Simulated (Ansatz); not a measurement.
Cr:
Space group Im-3m (No. 229); a = 2.8142 Å, b = 2.8142 Å, c = 2.8142 Å, α = 90.00°, β = 90.00°, γ = 90.00°

```tsv
atom	site	symmetry	x	y	z
Cr	2a	m-3m	0.0000	0.0000	0.0000
```
(The calculation used a cell of 1 atom; values per cell refer to that cell.)

Relaxed with plane-wave PAW PBEsol (Ansatz code). Indices refer to the conventional cell of Im-3m, a = b = c = 2.8142 Å, α = β = γ = 90.00°.

Question: Simulate the powder diffraction pattern (Fe Kα, λ = 1.93735 Å; lines above 1 %) up to 2θ = 90°.

Answer: Simulated powder pattern, Fe Kα, λ = 1.93735 Å (kinematic, ideal powder, no thermal factors, no anomalous dispersion; the 30 strongest lines at most, above 1 %, up to 2θ = 90°):

```tsv
2θ (°)	d (Å)	I/Imax (%)	hkl
58.26	1.990	100	(110)
87.01	1.407	15	(200)
```

The PBEsol relaxation kept the symmetry of its start. The workflow began spin-polarised and lost its moments. Textbook magnetic order: a spin-density-wave antiferromagnet.

Potentials: the later of the program's two PAW sets.
